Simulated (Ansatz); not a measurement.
BaS (rock salt, Fm-3m), DFT-PBE in the program Ansatz with PAW potentials. The conduction-band minimum lies at X, with 3 equivalent valleys. Second derivatives d²E/dk² of the lowest band at one valley (eV·Å²), along Cartesian directions:

```json
[
 {"direction": "[100]", "d²E/dk²": "5.859"},
 {"direction": "[010]", "d²E/dk²": "22.45"},
 {"direction": "[001]", "d²E/dk²": "22.45"},
 {"direction": "[110]", "d²E/dk²": "14.16"},
 {"direction": "[101]", "d²E/dk²": "14.16"},
 {"direction": "[011]", "d²E/dk²": "22.44"}
]
```

**Question.** Find the principal effective masses, the density-of-states mass and the conductivity mass.

**Answer.** Off-diagonal terms follow from H_xy = H[110] − (H_xx + H_yy)/2, and m*/mₑ = 7.620 eV·Å² over each eigenvalue: 0.34, 0.34, 1.3. One valley's DOS mass (m₁m₂m₃)^(1/3) = 0.53, conductivity mass 3/(Σ 1/mᵢ) = 0.45 mₑ.

**Question.** What effective density of states Nc follows at 300 K for parabolic valleys?

**Answer.** Nc = 2.509e19 × 3 × (0.53)^(3/2) ≈ 2.9e19 cm⁻³.

The cell was relaxed with PBE under the symmetry of its start. Scalar-relativistic: spin–orbit coupling is off unless named, which matters more the heavier the elements.

Potentials: the later of the program's two PAW sets.

Edges and masses are those of Kohn–Sham bands, whose gap is no quasiparticle gap.
